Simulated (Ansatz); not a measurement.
The computed numbers are results of PBEsol, scalar-relativistic (no spin polarisation) in the plane-wave PAW code Ansatz at 420 eV, Γ-centred 8×8×8 mesh, 0.05 eV Gaussian smearing. The datasets are Ansatz's generated set soft_2.

A crystal of composition XAs, relaxed at this level of theory, gives this pattern between 10° and 80°.

Cu Kα1 powder pattern (kinematic, no thermal factors).
2θ (°) (relative intensity): 24.60 (100), 28.48 (14), 40.71 (71), 48.14 (51), 50.43 (4), 58.93 (12), 64.83 (21), 66.73 (5), 74.09 (25), 79.43 (16)

**Question.** Which lattice and cell does the pattern come from?

**Answer.** Cubic, space group F-43m (No. 216), a = 6.264 Å, b = 6.264 Å, c = 6.264 Å, α = 90.00°, β = 90.00°, γ = 90.00°. The line positions fix the lattice at most, not the space group, and lines under 1 % of the strongest aren't listed; this is the group of the computed cell.

A compound XAs has these computed properties.

```yaml
Band_gap: 1.54 eV
Smallest_direct_gap: 1.54 eV
f_electrons_orthogonalised_atomic_orbitals: X 13.99
Formation_energy_from_the_elements_0_K_uncorrected: -0.86 eV/atom
Bulk_modulus_Birch–Murnaghan: 56 GPa
Pressure_derivative_B0′: 3.8
Shear_modulus_Hill: 6.7 GPa
Young's_modulus: 19.2 GPa
Poisson's_ratio: 0.44
Elastically_stable: yes
```

Sites: X on 4a, As on 4d.

**Question.** Which element is X?
A. Lu
B. Yb
C. Hf
D. Ta

**Answer.** A. X is Lu, so the compound is LuAs.

This is a trial structure: such lanthanide and actinide compounds mostly take the rock-salt structure.

Kohn–Sham gaps of semilocal functionals lie under measured ones, often by a third or more. For elements this heavy, spin–orbit coupling would shift levels and gaps; it isn't included here.
